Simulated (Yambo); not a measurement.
G0W0@PBEsol for BaHI (space group P4/nmm, No. 129) in Yambo (2×2×2 mesh, 6 Ry block, plasmon pole, screening fixed), without a terminator:

| bands N in G | gap Z → Z (eV) | shift of the valence edge (eV) |
|---|---|---|
| 132 | 3.720 | -0.129 |
| 228 | 3.907 | -0.620 |
| 358 | 3.938 | -0.790 |

### Question
Extrapolate both columns to infinite N with E(N) = E∞ + A/N, test the form, and compare with the terminator.

### Answer
From two points, E∞ = (N2 E2 − N1 E1)/(N2 − N1). The two largest N give 3.99 eV for the gap and -1.09 eV for the shift; the two smallest give 4.16 eV and -1.30 eV. For the gap the slopes A are -59 and -19 eV: the form isn't reached, and its limit is uncertain. For the shift the slopes A are 150 and 110 eV: the form isn't reached, and its limit is uncertain. With the Bruneval-Gonze terminator and 358 bands the run gives 3.96 eV and -0.91 eV, 0.03 eV and 0.18 eV from the extrapolated values: the terminator too is an estimate of the remainder. Block, mesh and the bands in W are held fixed.

Spin-orbit coupling is included.

Geometry of the Materials Project entry, not relaxed at this level; primitive cell a = b = 4.776 Å, c = 7.800 Å, α = β = γ = 90.00°.

A shift is the quasiparticle energy of the state minus its PBEsol energy.
